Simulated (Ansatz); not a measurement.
An Ansatz (a quantum-chemistry and plane-wave program) run. Input:

Ansatz 0.2 input:
```yaml
crystal:
  lattice:
    - [5.5780777987, 0.0, 0.0]
    - [0.0, 7.7776036086, 0.0]
    - [0.0, 0.0, 2.9171391906]
  atoms:
    - { symbol: Li, position: [0.0, 0.0, 0.5] }
    - { symbol: Li, position: [0.5, 0.0, 0.5] }
    - { symbol: Li, position: [0.75, 0.3213795043, 0.8212205268] }
    - { symbol: Li, position: [0.25, 0.6786204957, 0.1787794732] }
    - { symbol: Li, position: [0.25, 0.3213795043, 0.1787794732] }
    - { symbol: Li, position: [0.75, 0.6786204957, 0.8212205268] }
kpoints:
  mp_grid: { grid: [8, 6, 14] }
hamiltonian:
  xc: r2scan
  pseudopotentials: { azcp: { folder: ./paw }, kind: paw }
scf:
  occupations: { method: gaussian, width: 0.1 }
checkpoint: { read: metal.run }
output: { write_density: true, elf: true, volumetric_format: npy }
basis: { fft_grid_basis: typed }
```

Output (shortened):

```
Pseudopotentials: kind: paw
Pseudopotential: Li, paw, valence charge 3
Functional definition: r2SCAN
Crystal: 6 atoms, lattice volume = 126.557 Å³
Basis set: ecut = 500 eV, 3223 PW (Γ), exchange–correlation on 180×240×96 points (64 copies of the dense FFT grid, shifted against one another)
Bands: 21, of which v1, the nominal top of the filled ones, is band 9 counted from 1 (8 counted from 0)
Symmetry: 8 space group operations
Space group: Pmma (ITA 51), of the structure as read, at distance tolerance 5.0e-5 Å
k-points: 160 of 672
Initial density: read from a saved state, or passed on in memory by an earlier SCF of this step, an earlier step, the calling program or the single point that …
Stability of the state it starts from, as read at its close in the unpolarized treatment …
Initial wavefunctions: pseudopotential atomic-orbital guess
Eigensolver: davidson
Functional: x = r2scan, c = r2scan; τ floored in thin density (d = 2e-4 eV/Å³)
iter 1 solved again at ethr=1.65e-9 eV; its pass at ethr=3.10e-3 eV (dr2=2.96e-7 eV) is discarded
SCF iter   1: F=—  HF=-1230.553223 eV  |F-HF|=—  |Δ(HF+E_count)|=         —  Δρ=2.12e-7  dr2=9.20e-11  dr2_τ=2.14e-13  ethr=1.65e-9  ⟨swp⟩=2.9  Hψ=22166  notcnv=0
all-band conjugate gradients solve this SCF's bands
preconditioner: auto → Kerker (q_TF=auto, 1.971 Å⁻¹)
SCF iter   2: F=-1230.553223 eV  HF=-1230.553223 eV  |F-HF|=4.09e-12  |Δ(HF+E_count)|=  3.53e-10  Δρ=1.46e-7  dr2=4.41e-11  dr2_τ=1.58e-13  ethr=1.00e-12  ⟨swp⟩=4.7  Hψ=9388  notcnv=0
SCF 1 converged in 2 iterations: F = -1230.553223 eV  dr2 = 4.41e-11
SCF converged after 2 iterations
Free energy (F): -1230.553223 eV
Harris-Foulkes:  -1230.553223 eV  (|F-HF|=4.09e-12)
Internal energy: -1230.539612 eV  (E = F + TS)
E sigma→0 (E₀):  -1230.546417 eV
Entropy (-TS):   -0.013612 eV (-2.269 meV/atom)
Fermi energy:    0.881564 eV
--- Per-component energies (eV) ---
  E_band       = -571.104820
  E_kinetic    = 93.318763
  E_local      = -853.492650  (includes V_loc(G=0)·N_el)
  E_nonlocal   = -119.013085
  E_hartree    = 247.009191
  E_xc         = -46.848970
  E_vxc        = -66.300587  (∫ρ·V_xc dr)
  E_paw        = -148.538396  (= ΣΔE_a)
  E_vpaw       = -123.233513  (= ΣTr[D̂ρ^β])
  E_aug_tail   = 0.000819  (compensation charges beyond the density's cutoff)
  E_vtau       = 3.597111  (kinetic-family band-sum trace: ∫τ·v_τ [+ j·A + Jᵃ·Aᵃ] dr)
  E_ewald      = -402.975282
  E_smearing   = -0.013612  (= −TS)
  E_closure    = 0.000000  (closes the sum)
  Σ components = -1230.553223   (vs F -1230.553223, Δ=0.00e0)
  [band-id]    e_kinetic+e_local+e_nonlocal+2·e_hartree+e_vxc+e_vpaw+e_augmentation_tail+e_vtau = -571.104761   (vs E_band -571.104820, Δ=5.86e-5)
--- Band table (eV; the first three rows and the last of 160) ---
  k-point 0: bands = ["-47.3534", "-47.3440", "-47.3422", "-47.3337", "-47.2430", "-47.2261", "-2.9342", "-0.9221", "-0.8906", "0.6667", "0.9739", "2.2170", "3.6203", "4.9523", "5.0658", "6.2103", "6.6337", "9.6556", "10.1426", "11.6556", "12.2660"]
  k-point 1: bands = ["-47.3527", "-47.3434", "-47.3418", "-47.3332", "-47.2425", "-47.2256", "-2.8595", "-0.8433", "-0.8095", "0.7576", "1.0595", "2.3122", "3.6774", "5.0005", "5.1174", "6.2698", "6.6593", "9.7417", "9.8960", "11.2431", "11.3756"]
  k-point 2: bands = ["-47.3510", "-47.3417", "-47.3406", "-47.3320", "-47.2410", "-47.2242", "-2.6358", "-0.6081", "-0.5681", "1.0295", "1.3130", "2.5979", "3.8373", "5.1311", "5.2666", "6.4444", "6.6777", "8.9167", "9.9938", "10.2224", "10.3931"]
  k-point 159: bands = ["-47.3369", "-47.3369", "-47.3286", "-47.3286", "-47.2241", "-47.2241", "1.4707", "1.4707", "1.7281", "1.7281", "2.7699", "2.7699", "4.0500", "4.0500", "6.0622", "6.0622", "6.7554", "6.7554", "7.4249", "7.4249", "9.1826"]
  band table: 21 of 21 bands, residual norms ≤ 1.0e-3 eV
```

Cost: around 40 core-seconds (rough) on shared cores.

The workflow started from a Materials Project entry (that database holds measured and hypothetical structures alike); the Crystallography Open Database copy checked does not list it. It is not the phase usual at ambient conditions (space group No. 229). Symmetry was held in the r²SCAN relaxation. At this level the phase is dynamically unstable (imaginary phonons). Axis ratios of metals converge slowly with the k-mesh, so a and c are less sure than the volume.

Potentials: the earlier of the program's two PAW sets. The files were generated under PBE; for other functionals the program regenerates the frozen cores, and for LDA and PBEsol the local potential too.

Ansatz is a plane-wave DFT program.
